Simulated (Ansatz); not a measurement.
The cell comes from COD entry 9012924, which wasn't checked; take it as a given geometry.

Input and log of a run on Ti: DFT, PBEsol, all-electron LAPW, scalar-relativistic (Ansatz 0.2.0).

Command: `ansatz run input.yaml --threads 1 --pin off --max-ram 3072MiB --backend cpu --events-out ev --progress --plain --runs-dir out` The run took 10 s on 1 thread of Arm Neoverse V2, on a shared host, peak memory 0.27 GiB.

```yaml
crystal:
  lattice:
    - [-1.641, 1.641, 1.641]
    - [1.641, -1.641, 1.641]
    - [1.641, 1.641, -1.641]
  atoms:
    - { symbol: Ti, position: [0.0, 0.0, 0.0] }
kpoints:
  mp_grid: { grid: [17, 17, 17] }
  band_path:
    path:
      - [0.0, 0.0, 0.0]
      - [0.5, -0.5, 0.5]
      - [0.0, 0.0, 0.5]
      - [0.0, 0.0, 0.0]
      - [0.25, 0.25, 0.25]
      - [0.5, -0.5, 0.5]
      - [0.25, 0.25, 0.25]
      - [0.0, 0.0, 0.5]
    npoints: 14
scf:
  occupations: { method: fermi_dirac, width: 0.08 }
hamiltonian:
  xc: pbesol
  pseudopotentials: { kind: all_electron, lapw: { basis_error: 0.001 } }
output:
  forces: true
  stress: true
  eigenvalues: true
  fatbands: true
  populations: true
  dos: { projected: true, de: 0.2, e_range: [-14, 8] }
```

The log:

```
Ti: projections on atomic orbitals take those of the free atom 1s2 2s2 2p6 3s2 3p6 3d2 4s2, of charge +0.00 (hamiltonian.pseudopotentials.projection_atoms)
LAPW: plane waves up to 7.720 Å⁻¹, error target 1.0e-3 eV per atom; small_component_spin mean_spin; Ti in spheres of 1.421 Å, 12 of its electrons in bands, Dirac shells []
Engine: ansatz 0.2.0
Pseudopotentials: kind: all_electron
Pseudopotential: Ti, LAPW, valence charge 12, Koelling and Harmon's equation, gaussian nucleus
Functional definition: PBEsol
  exchange = pbesol_x
  correlation = pbesol_c
Crystal: 1 atoms, lattice volume = 17.676 Å³
Basis set: ecut = 227.09257632286267 eV, 141 PW (Γ), exchange–correlation at level 2
Bands: 10, of which v1, the nominal top of the filled ones, is band 6 counted from 1 (5 counted from 0)
Symmetry: 48 space group operations
Space group: Im-3m (ITA 229), of the structure as read, at distance tolerance 2.6e-5 Å
k-points: 165 of 4913
Non-local potential: Ti, projectors of the file, none
Initial density: superposition of atomic densities (chi_scale 0.1, normalization cell)
Initial wavefunctions: plane waves of lowest kinetic energy (no species holds an atomic orbital)
Functional: x = pbesol(κ = 0.804, μ = 0.12345679012345678), c = pbesol(β = 0.046)
iter 1 solved again at ethr=6.19e-4 eV; its pass at ethr=1.00e-1 eV (dr2=7.42e-2 eV) is discarded
SCF iter   1: F=—  HF=-23207.647584 eV  |F-HF|=—  |Δ(HF+E_count)|=         —  Δρ=2.35e-2  dr2=7.48e-2  ethr=6.19e-4  ⟨swp⟩=2.8  Hψ=12165  notcnv=0
preconditioner: auto → none  [metal: Δε(μ)=0.009 eV  Ē_g=4.441 eV  σ=0.080 eV  W_gap=0.03  n_scr=0 (ndim 8)  ℏωp=17.7 eV  f_vac=0.000  D(μ)=2.35/eV (n_scr^D=42)]
iter 2 solved again at ethr=4.71e-6 eV; its pass at ethr=6.19e-4 eV (dr2=5.65e-4 eV) is discarded
SCF iter   2: F=—  HF=-23207.489440 eV  |F-HF|=—  |Δ(HF+E_count)|=   1.58e-1  Δρ=2.13e-3  dr2=5.63e-4  ethr=4.71e-6  ⟨swp⟩=2.6  Hψ=9092  notcnv=0
SCF iter   3: F=—  HF=-23207.467904 eV  |F-HF|=—  |Δ(HF+E_count)|=   2.15e-2  Δρ=2.52e-3  dr2=8.35e-4  ethr=4.69e-6  ⟨swp⟩=3.0  Hψ=5437  notcnv=0
SCF iter   4: F=—  HF=-23207.467661 eV  |F-HF|=—  |Δ(HF+E_count)|=   2.43e-4  Δρ=1.69e-4  dr2=3.38e-6  ethr=4.69e-6  ⟨swp⟩=2.0  Hψ=4900  notcnv=0
SCF iter   5: F=—  HF=-23207.467660 eV  |F-HF|=—  |Δ(HF+E_count)|=   1.11e-6  Δρ=2.02e-5  dr2=4.82e-8  ethr=2.81e-8  ⟨swp⟩=2.1  Hψ=4909  notcnv=0
SCF iter   6: F=-23207.467660 eV  HF=-23207.467660 eV  |F-HF|=8.16e-9  |Δ(HF+E_count)|=   3.94e-7  Δρ=2.25e-6  dr2=4.83e-10  ethr=4.01e-10  ⟨swp⟩=2.8  Hψ=5162  notcnv=0
SCF 1 converged in 6 iterations: F = -23207.467660 eV  dr2 = 4.83e-10
NSCF: frozen V_eff on 99 k-points
SCF converged after 6 iterations
Free energy (F): -23207.467660 eV
Harris-Foulkes:  -23207.467660 eV  (|F-HF|=8.16e-9)
Internal energy: -23207.417393 eV  (E = F + TS)
E sigma→0 (E₀):  -23207.442526 eV
Entropy (-TS):   -0.050267 eV (-50.267 meV/atom)
Fermi energy:    13.133907 eV
--- Per-component energies (eV) ---
  E_band       = -155.587177
  E_kinetic    = 23426.253054
  E_xc         = -1121.333036
  E_electrostatic = -45512.337411  (all electrons and nuclei)
  E_smearing   = -0.050267  (= −TS)
  E_closure    = 0.000000  (closes the sum)
  E_atoms      = -23200.354998  (free atoms, spherical and without spin; not in F)
  Σ components = -23207.467660   (vs F -23207.467660, Δ=0.00e0)
  Basis errors (estimates in eV, not in F): energy 1.2e-4 per atom: plane waves 1.1e-4 (5.5e-5 summed), levels above the bands 1.2e-44, relativity 4.0e-9, radial functions 1.2e-5, core shells 4.2e-8; eigenvalues (radial functions only) 1.0e-6; not estimated: angular momenta, meshes, grids; target (lapw.basis_error) 1.0e-3; muffin-tin radii Ti 1.421 Å
--- Forces (eV/Å), atoms counted from 1 ---
  atom   1  Ti     0.00000000    -0.00000000     0.00000000
  max |Σ_I F_I| component: 8.22e-32 eV/Å
--- Stress (GPa, compression-positive) ---
       -6.510779       0.000000      -0.000000
        0.000000      -6.510779       0.000000
       -0.000000       0.000000      -6.510779
  P = ⅓ Tr σ = -6.5108 GPa (-65.108 kbar)
--- Band table (eV; the first three rows and the last of 165) ---
  k-point 0: bands = ["-43.1562", "-19.1421", "-19.1421", "-19.1421", "7.2352", "14.1080", "14.1080", "14.1080", "15.8475", "15.8475"]
  k-point 1: bands = ["-43.1520", "-19.1648", "-19.1491", "-19.1422", "7.3520", "14.0547", "14.0937", "14.1929", "15.7848", "15.8506"]
  k-point 2: bands = ["-43.1399", "-19.2297", "-19.1692", "-19.1425", "7.6932", "13.9056", "14.0292", "14.4421", "15.6459", "15.8623"]
  k-point 164: bands = ["-42.9434", "-19.5885", "-19.5842", "-19.5842", "11.1135", "11.1175", "16.8858", "16.8858", "16.9729", "21.0905"]
--- Löwdin populations: 1 site ---
  site symbol       q [e]
     0     Ti     21.8765
  spilling = 0.005615 (of n_electrons = 22.000000)
```
